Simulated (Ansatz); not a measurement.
BaTe:
Space group Fm-3m (No. 225); a = b = c = 7.063 Å, α = β = γ = 90.00°

```tsv
atom	site	symmetry	x	y	z
Ba	4a	m-3m	0.0000	0.0000	0.0000
Te	4b	m-3m	0.5000	0.5000	0.5000
```
(The calculation used a cell of 2 atoms; values per cell refer to that cell.)

Relaxed with r²SCAN.

Task: Tabulate the valence density and the electron localisation function along the shortest Ba–Te contact (3.53 Å), plane-wave PAW r²SCAN (Ansatz code).

Result: 

```
distance from Ba (Å)  density (e/Å³)   ELF
--------------------  --------------  ----
0.35                            0.75  0.08
0.53                            1.25  0.56
0.71                            1.39  0.83
0.88                            1.08  0.88
1.06                            0.64  0.83
1.24                            0.33  0.60
1.41                            0.18  0.22
1.59                            0.12  0.11
1.77                            0.12  0.21
1.94                            0.16  0.53
2.12                            0.23  0.72
2.30                            0.35  0.71
2.47                            0.54  0.60
2.65                            0.83  0.50
2.83                            2.08  0.35
3.00                            5.60  0.13
3.18                           10.85  0.02
```

The density is the valence pseudo-density with augmentation charge, so density and ELF within about 1 Å of a nucleus are not all-electron values.

The r²SCAN relaxation kept the symmetry of its start. Spin–orbit coupling is left out wherever it is not named.

Potentials: the later of the program's two PAW sets.
